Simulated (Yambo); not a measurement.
Yambo run on a free-standing MoS₂ monolayer (symmetry P-6m2, slab cell 16.1 Å high). The wavefunctions are PBEsol (pw.x of Quantum ESPRESSO, ONCV potentials, without SOC) ones on a 6×6×1 mesh (13 occupied bands); a = b = 3.141 Å, c = 16.100 Å, α = β = 90.00°, γ = 120.00°.

Yambo input:

```
rim_cut
gw0
dyson
el_el_corr
HF_and_locXC
ppa
em1d
rim_w
RandQpts= 1000000
RandGvec= 2 Ry
CUTGeo= "slab z"
EXXRLvcs= 80 Ry
VXCRLvcs= 320 Ry
Chimod= "HARTREE"
% BndsRnXp
 2 | 131 |
%
NGsBlkXp= 7 Ry
% LongDrXp
 1.0 | 1.0 | 0.0 |
%
RandGvecW= 1000 mRy
PPAPntXp= 27.2114 eV
% GbndRnge
 1 | 131 |
%
GTermKind= "BG"
DysSolver= "n"
ExtendOut
% QPkrange
 7 | 7 | 13 | 14 |
%
```

k points by index: 7 = K.

Table of the .qp output:

```
#    K-point    Band    Eo [eV]    E [eV]    E-Eo [eV]    Vxc [eV]    Vnlxc [eV]    Sc|Eo [eV]    Sc|E [eV]    dSc/dw|Eo [eV]    Re(Z)    Im(Z)
#
    7    13    0.000000    -0.106276    -0.106276    -16.29861    -16.83810    0.395745    0.433211    -9.577515    0.739650    -0.003086
    7    14    1.807169    2.495806    0.688636    -17.57382    -13.39369    -3.244366    -3.491491    -9.761016    0.735978    -0.003186
```
(The two width columns are left out.) Convergence of these settings isn't established.

Geometry relaxed with PBEsol.
